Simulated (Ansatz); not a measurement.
TiAl$_{2}$O$_{5}$:
```yaml
crystal:
  lattice:
    - [1.80175, -4.68044, 0.00000]
    - [1.80175, 4.68044, 0.00000]
    - [0.00000, 0.00000, 9.64234]
  atoms:
    - { symbol: Ti, position: [0.31512, 0.68488, 0.25000] }
    - { symbol: Ti, position: [0.68488, 0.31512, 0.75000] }
    - { symbol: Al, position: [0.35924, 0.64076, 0.94384] }
    - { symbol: Al, position: [0.64076, 0.35924, 0.05616] }
    - { symbol: Al, position: [0.64076, 0.35924, 0.44384] }
    - { symbol: Al, position: [0.35924, 0.64076, 0.55616] }
    - { symbol: O, position: [0.18765, 0.81235, 0.06676] }
    - { symbol: O, position: [0.81235, 0.18765, 0.93324] }
    - { symbol: O, position: [0.81235, 0.18765, 0.56676] }
    - { symbol: O, position: [0.18765, 0.81235, 0.43324] }
    - { symbol: O, position: [0.45532, 0.54468, 0.11760] }
    - { symbol: O, position: [0.54468, 0.45532, 0.88240] }
    - { symbol: O, position: [0.54468, 0.45532, 0.61760] }
    - { symbol: O, position: [0.45532, 0.54468, 0.38240] }
    - { symbol: O, position: [0.73579, 0.26421, 0.25000] }
    - { symbol: O, position: [0.26421, 0.73579, 0.75000] }
```

This is the PBEsol-relaxed structure. Tensor components refer to the Cartesian frame of this cell.

### Question
All from the program Ansatz at the PBEsol level (PAW), unless another level is named. Give the static dielectric constant ε0 (ions relaxed, cell fixed).

### Answer
10.5 (xx), 9.51 (yy), 23.2 (zz).

### Question
And the Born charges (a third of the trace)?

### Answer
Ti +4.69, Al +3.13, O -2.32 to -2.12 e.

### Question
What about the electronic dielectric constant ε∞ (DFPT)?

### Answer
4.04 (xx), 4.01 (yy), 4.42 (zz).

Space group Cmcm. The first step of the workflow began from a Materials Project structure, measured or hypothetical; the Crystallography Open Database copy checked does not list it. Its standing as an ambient phase is unchecked. The PBEsol relaxation kept the symmetry of its start; its stability against distortions is not shown here. The run is not spin-polarised.

Potentials: the later of the program's two PAW sets.
